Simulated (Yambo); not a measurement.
Quantum ESPRESSO input (LDA, PseudoDojo standard norm-conserving files, scalar-relativistic) whose wavefunctions are converted with p2y:

```
&CONTROL
  calculation = 'nscf'
  pseudo_dir = './pseudo'
  outdir = './out'
/
&SYSTEM
  ibrav = 0
  nat = 3
  ntyp = 2
  ecutwfc = 84.0
  ecutrho = 336.0
  occupations = 'fixed'
  force_symmorphic = .true.
  nbnd = 139
/
&ELECTRONS
  conv_thr = 3.0000000000000004e-09
  diago_full_acc = .true.
  diago_thr_init = 1e-08
/
ATOMIC_SPECIES
F 18.9984 F.upf
Ba 137.3270 Ba.upf
CELL_PARAMETERS angstrom
  0.000000000000   3.019377395000   3.019377395000
  3.019377395000   0.000000000000   3.019377395000
  3.019377395000   3.019377395000   0.000000000000
ATOMIC_POSITIONS crystal
F   0.250000000000   0.250000000000   0.250000000000
F   0.750000000000   0.750000000000   0.750000000000
Ba   0.000000000000   0.000000000000   0.000000000000
K_POINTS automatic
2 2 2 0 0 0
```

Yambo's initialisation report on symmetry, reciprocal space, the k grid and the gaps on this mesh:

```
  [02.02] Symmetries
  ==================

  Inversion symmetry    : yes
  Spatial inversion     : yes
  Inversion index       :  25
  K-space Time-reversal : no
  Magnetic symmetries   : no
  Group table correct   : yes
  Symmetries units      :  [cc]

  [02.03] Reciprocal space
  ========================

  nG shells         :   373
  nG charge         :   38781
  nG WFs            :   5745
  nC WFs            :   4909
  G-vecs. in first 37 shells:  [ Number ]
     1    9   15   27   51   59   65   89  113
    137   169   181   229   259   283   307   331   339
    387   411   459   531   537   561   609   645   701
    725   749   821   869   893   941   965  1037  1067
   1139
  ...
  Shell energy in first 37 shells:  [ mHa ]
    0.00000      454.735      606.313      1212.63      1667.36      1818.94      2425.25      2879.99      3031.57
    3637.88      4092.62      4850.51      5305.24      5456.82      6063.13      6517.87      6669.45      7275.76
    7730.50      7882.07      8488.39      8943.12      9701.02      10155.8      10307.3      10913.6      11368.4
    11520.0      12126.3      12581.0      12732.6      13338.9      13793.6      14551.5      15006.3      15157.8
    15764.1
  ...

  [02.04] K-grid lattice
  ======================

  Compatible Grid is   : 3D
  Base K vectors       :  K_min[ 1 ]  K_min[ 2 ]  K_min[ 3 ]
  K_min[ 1 ] :  0.500000  0.500000  0.500000 [rlu]
  K_min[ 2 ] : -0.500000  0.000000  0.000000 [rlu]
  K_min[ 3 ] :  0.000000 -0.500000  0.000000 [rlu]
  Grid dimensions      :  2  2  2
  K lattice UC volume  :  0.083459 [a.u.]

  IBZ K-points                                      :  3
  BZ  K-points                                      :   8

  K/Q-points units:
  rlu = crystal or reduced units; cc = cartesian coordinates; iku = interal k-units

  K [1]          [rlu]:  0.000000  0.000000  0.000000
         WF components:   4909
  K [2]          [rlu]:  0.000000  0.000000 -0.500000
         WF components:   4850
  K [3]          [rlu]:  0.000000 -0.500000 -0.500000
         WF components:   4824

  [02.05] Energies & Occupations
  ==============================

  [X] === General ===
  [X] Electronic Temperature                        :  0.000000  0.000000 [eV K]
  [X] Bosonic    Temperature                        :  0.000000  0.000000 [eV K]
  [X] Finite Temperature mode                       : no
  [X] El. density                                   :  0.43594E+24 [cm-3]
  [X] Fermi Level                                   :  3.372521 [eV]

  [X] === Gaps and Widths ===
  [X] Conduction Band Min                           :  6.962317 [eV]
  [X] Valence Band Max                              :  0.000000 [eV]
  [X] Filled Bands                                  :  12
  [X] Empty Bands                                   :   13  139
  [X] Direct Gap                                    :  6.962317 [eV]
  [X] Direct Gap localized at k                     :  1
  [X] Indirect Gap                                  :  6.962317 [eV]
  [X] Indirect Gap between kpts                     :  1  1
  [X] Last valence band width                       :  0.105034 [eV]
  [X] 1st conduction band width                     :  2.607873 [eV]
```
The gaps are LDA values on this mesh alone; only operations without fractional translations are kept.

Geometry relaxed with LDA.
